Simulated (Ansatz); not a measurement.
MgO:
```
CELL_PARAMETERS angstrom
      2.63352     0.00000     0.00000
      0.00000     2.63352     0.00000
      0.00000     0.00000     2.63352
ATOMIC_POSITIONS crystal
  Mg 0.00000 0.00000 0.00000
  O  0.50000 0.50000 0.50000
```

Cartesian axes are those of the cell as given.

Question: Give the high-frequency dielectric tensor and the Born effective charge tensors of the independent atoms from DFPT, PBEsol (plane waves, PAW; program Ansatz).

Answer: 
ε∞:
```
3.78  0.00  0.00
0.00  3.78  0.00
0.00  0.00  3.78
```
Z* of atom 1 (Mg), rows: field, columns: displacement, in e:
```
2.14  0.00  0.00
0.00  2.14  0.00
0.00  0.00  2.14
```
Z* of atom 2 (O), rows: field, columns: displacement, in e:
```
-2.14   0.00   0.00
 0.00  -2.14   0.00
 0.00   0.00  -2.14
```

Space group Pm-3m (CsCl type). This is a known high-pressure phase of the composition, computed here at zero pressure and temperature. The cell was relaxed with PBEsol under the symmetry of its start. At this level the phase is dynamically unstable (imaginary phonons).

Potentials: the earlier of the program's two PAW sets. The files were generated under PBE; for other functionals the program regenerates the frozen cores, and for LDA and PBEsol the local potential too.
